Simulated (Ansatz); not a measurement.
SrO (rock salt) was relaxed and computed twice in Ansatz (plane waves, PAW), once with HSE06 and once with PBE.

```json
[
 {"": "cell", "run 1": "a = 5.1535 Å, b = 5.1535 Å, c = 5.1535 Å, α = 90.00°, β = 90.00°, γ = 90.00°", "run 2": "a = b = c = 5.195 Å, α = β = γ = 90.00°"},
 {"": "gap (eV)", "run 1": "4.79", "run 2": "3.33"},
 {"": "B₀ by P(V) fit (GPa)", "run 1": "92.5", "run 2": "84.5"}
]
```

Which run used which functional?

Run 1 is HSE06, run 2 is PBE.

All cells were relaxed under the symmetry of their starts (and spin orders); stability against distortions was not tested throughout. Scalar-relativistic: spin–orbit coupling is off unless named, which matters more the heavier the elements.

Potentials: the later of the program's two PAW sets.

Ansatz (a first-principles code) is a plane-wave DFT program.
